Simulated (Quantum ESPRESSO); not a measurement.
Si3AlC3N, input and log of a self-consistent run

Computed values, not a measurement. The program is pw.x of Quantum ESPRESSO 7.5 (plane-wave density functional theory). The cell is made up: 8 atoms on a wurtzite lattice, with randomly drawn elements, strain and displacements, not relaxed. PseudoDojo standard norm-conserving files (v0.5 for PBE, v0.4.1 for LDA and PBEsol) set the functional; there is no spin polarisation, spin-orbit coupling or dispersion term, and the masses in the input are unused placeholders.

Input:

```
&control calculation='scf', pseudo_dir='./dojo.nc.sr.pbe.v0_5.standard.upf', outdir='./o', disk_io='medium', tprnfor=.true., tstress=.true. /
&system ibrav=0, nat=8, ntyp=4, nbnd=22, ecutwfc=105.61755193, nosym=.true., tot_charge=0,
 occupations='smearing', smearing='fd', degauss=0.0018374661
/
&electrons conv_thr=7.350e-09, electron_maxstep=60, /
ATOMIC_SPECIES
Al 1.0 Al.upf
C 1.0 C.upf
N 1.0 N.upf
Si 1.0 Si.upf
CELL_PARAMETERS angstrom
3.0784 -0.041 -0.0016
-0.0709 5.4683 -0.0112
-0.0026 -0.0105 5.1248
ATOMIC_POSITIONS angstrom
Si -0.0106 0.0126 -0.0388
Al 1.5036 2.7147 0.0182
Si 1.4784 0.8088 2.5792
Si -0.04 3.6299 2.5179
C 0.0072 0.009 1.9416
N 1.5415 2.7101 1.8896
C 1.5297 0.885 4.4844
C -0.1114 3.6635 4.4306
K_POINTS automatic
8 6 6 1 1 1
```

The log is shortened where brackets say so; the opening notice, blank lines, dates and the lines on written files are dropped, and the path of the files is cut. It prints rydbergs, bohrs and kilobars, and counts compression as positive stress. With no partly filled state, the Fermi energy that it prints is only some level between the filled and the empty states on the mesh, and need not lie in the true gap.

```
     Program PWSCF v.7.5
     Parallel version (MPI & OpenMP), running on       1 processor cores
     Number of MPI processes:                 1
     Threads/MPI process:                     1
     [start-up lines left out]
     bravais-lattice index     =            0
     lattice parameter (alat)  =       5.8178  a.u.
     unit-cell volume          =     582.0683 (a.u.)^3
     number of atoms/cell      =            8
     number of atomic types    =            4
     number of electrons       =        32.00
     number of Kohn-Sham states=           22
     kinetic-energy cutoff     =     105.6176  Ry
     charge density cutoff     =     422.4702  Ry
     scf convergence threshold =      7.3E-09
     mixing beta               =       0.7000
     number of iterations used =            8  plain     mixing
     Exchange-correlation= PBE
                           (   1   4   3   4   0   0   0)
     [axes and pseudopotential details left out]
   Cartesian axes
     site n.     atom                  positions (alat units)
         1        Si     tau(   1) = (  -0.0034430   0.0040927  -0.0126028  )
         2        Al     tau(   2) = (   0.4883922   0.8817759   0.0059116  )
         3        Si     tau(   3) = (   0.4802068   0.2627106   0.8377634  )
         4        Si     tau(   4) = (  -0.0129926   1.1790468   0.8178523  )
         5        C      tau(   5) = (   0.0023387   0.0029233   0.6306612  )
         6        N      tau(   6) = (   0.5007027   0.8802817   0.6137708  )
         7        C      tau(   7) = (   0.4968698   0.2874615   1.4566014  )
         8        C      tau(   8) = (  -0.0361844   1.1899606   1.4391263  )
     number of k points=   144  Fermi-Dirac smearing, width (Ry)=  0.0018
     Number of k-points >= 100: set verbosity='high' to print them.
     Dense  grid:    85343 G-vectors     FFT dimensions: (  40,  72,  64)
     Estimated max dynamical RAM per process >      97.52 MB
     Initial potential from superposition of free atoms
     starting charge      31.9956, renormalised to      32.0000
     Starting wfcs are   32 randomized atomic wfcs
     total cpu time spent up to now is       25.6 secs
     per-process dynamical memory:    79.2 Mb
     Self-consistent Calculation
     iteration #  1     ecut=   105.62 Ry     beta= 0.70
     Davidson diagonalization with overlap
     ethr =  1.00E-02,  avg # of iterations =  3.1
     total cpu time spent up to now is       87.3 secs
     total energy              =     -86.26607519 Ry
     estimated scf accuracy    <       2.03283019 Ry
     iteration #  2     ecut=   105.62 Ry     beta= 0.70
     Davidson diagonalization with overlap
     ethr =  6.35E-03,  avg # of iterations =  2.1
     total cpu time spent up to now is      136.3 secs
     total energy              =     -86.77189346 Ry
     estimated scf accuracy    <       1.28254792 Ry
     iteration #  3     ecut=   105.62 Ry     beta= 0.70
     Davidson diagonalization with overlap
     ethr =  4.01E-03,  avg # of iterations =  2.0
     total cpu time spent up to now is      179.4 secs
     total energy              =     -87.03489037 Ry
     estimated scf accuracy    <       0.11881418 Ry
     iteration #  4     ecut=   105.62 Ry     beta= 0.70
     Davidson diagonalization with overlap
     ethr =  3.71E-04,  avg # of iterations =  3.4
     total cpu time spent up to now is      228.2 secs
     total energy              =     -87.05082509 Ry
     estimated scf accuracy    <       0.01251352 Ry
     iteration #  5     ecut=   105.62 Ry     beta= 0.70
     Davidson diagonalization with overlap
     ethr =  3.91E-05,  avg # of iterations =  9.2
     total cpu time spent up to now is      295.1 secs
     total energy              =     -87.05413690 Ry
     estimated scf accuracy    <       0.00233043 Ry
     [iterations 6 to 7 left out]
     iteration #  8     ecut=   105.62 Ry     beta= 0.70
     Davidson diagonalization with overlap
     ethr =  2.46E-07,  avg # of iterations =  2.7
     total cpu time spent up to now is      450.3 secs
     total energy              =     -87.05453528 Ry
     estimated scf accuracy    <       0.00000906 Ry
     iteration #  9     ecut=   105.62 Ry     beta= 0.70
     Davidson diagonalization with overlap
     ethr =  2.83E-08,  avg # of iterations =  3.5
     total cpu time spent up to now is      500.4 secs
     total energy              =     -87.05453892 Ry
     estimated scf accuracy    <       0.00000130 Ry
     iteration # 10     ecut=   105.62 Ry     beta= 0.70
     Davidson diagonalization with overlap
     ethr =  4.06E-09,  avg # of iterations =  2.0
     total cpu time spent up to now is      547.7 secs
     total energy              =     -87.05453888 Ry
     estimated scf accuracy    <       0.00000054 Ry
     iteration # 11     ecut=   105.62 Ry     beta= 0.70
     Davidson diagonalization with overlap
     ethr =  1.67E-09,  avg # of iterations =  2.0
     total cpu time spent up to now is      594.4 secs
     total energy              =     -87.05453896 Ry
     estimated scf accuracy    <       0.00000004 Ry
     iteration # 12     ecut=   105.62 Ry     beta= 0.70
     Davidson diagonalization with overlap
     ethr =  1.20E-10,  avg # of iterations =  2.6
     total cpu time spent up to now is      652.2 secs
     End of self-consistent calculation
     Number of k-points >= 100: set verbosity='high' to print the bands.
     the Fermi energy is    10.2725 ev
!    total energy              =     -87.05453897 Ry
     estimated scf accuracy    <          3.7E-09 Ry
     smearing contrib. (-TS)   =      -0.00000000 Ry
     internal energy E=F+TS    =     -87.05453897 Ry
     The total energy is F=E-TS. E is the sum of the following terms:
     one-electron contribution =      13.72114099 Ry
     hartree contribution      =      13.08258824 Ry
     xc contribution           =     -30.93134036 Ry
     ewald contribution        =     -82.92692785 Ry
     convergence has been achieved in  12 iterations
     Forces acting on atoms (cartesian axes, Ry/au):
     atom    1 type  4   force =    -0.00130664   -0.03259254   -0.03569062
     atom    2 type  1   force =    -0.04367194    0.01160226   -0.07090040
     atom    3 type  4   force =     0.06725836    0.04602744    0.06085636
     atom    4 type  4   force =     0.00301025    0.01445372    0.09419971
     atom    5 type  2   force =    -0.05407100   -0.03278611   -0.06059266
     atom    6 type  3   force =    -0.02348921   -0.01809221    0.06201605
     atom    7 type  2   force =    -0.00402323   -0.03626172   -0.02182010
     atom    8 type  2   force =     0.05629342    0.04764917   -0.02806835
     Total force =     0.221976     Total SCF correction =     0.000086
     Computing stress (Cartesian axis) and pressure
          total   stress  (Ry/bohr**3)                   (kbar)     P=      -21.75
   0.00035025   0.00049035   0.00002676           51.52       72.13        3.94
   0.00049035  -0.00033047   0.00000501           72.13      -48.61        0.74
   0.00002676   0.00000501  -0.00046339            3.94        0.74      -68.17
     init_run     :     21.65s CPU     25.51s WALL (       1 calls)
     electrons    :    579.86s CPU    626.58s WALL (       1 calls)
     forces       :      9.56s CPU      9.67s WALL (       1 calls)
     stress       :     39.63s CPU     39.76s WALL (       1 calls)
     [timing details left out]
     PWSCF        :  10m51.09s CPU  11m43.71s WALL
     JOB DONE.
```

In other units: free energy -1184.437 eV for the cell, pressure -2.18 GPa, largest force component 2.422 eV/Å. This run is the check on a run of the same cell at 1143 eV and a 6 x 4 x 4 mesh: rerunning at 1437 eV and a 8 x 6 x 6 mesh moved values by no more than 0.003 eV in energy, 0.08 GPa in stress and 0.007 eV/Å in force.